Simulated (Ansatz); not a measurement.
Ge₃N₄:
```
Ge3N4
1.0
    8.12947     0.00000     0.00000
   -4.06473     7.04032     0.00000
    0.00000     0.00000     3.11407
Ge N
6 8
Direct
  0.82909   0.23534   0.75000
  0.17091   0.76466   0.25000
  0.59374   0.82909   0.25000
  0.40626   0.17091   0.75000
  0.76466   0.59374   0.75000
  0.23534   0.40626   0.25000
  0.66667   0.33333   0.75000
  0.33333   0.66667   0.25000
  0.66953   0.97251   0.75000
  0.33047   0.02749   0.25000
  0.69703   0.66953   0.25000
  0.30297   0.33047   0.75000
  0.02749   0.69703   0.75000
  0.97251   0.30297   0.25000
```

Relaxed with PBE.

Task: Give the Bader charges and basin volumes of the independent atoms, PBE in the plane-wave PAW code Ansatz.

Result: 

| atom | Bader charge (e) | Bader volume (Å³) |
|---|---|---|
| Ge1 | +2.08 | 9.2 |
| N7 | -1.55 | 13.9 |
| N9 | -1.56 | 15.6 |

Space group P6_3/m. The cell was relaxed with PBE under the symmetry of its start.

Potentials: the later of the program's two PAW sets.
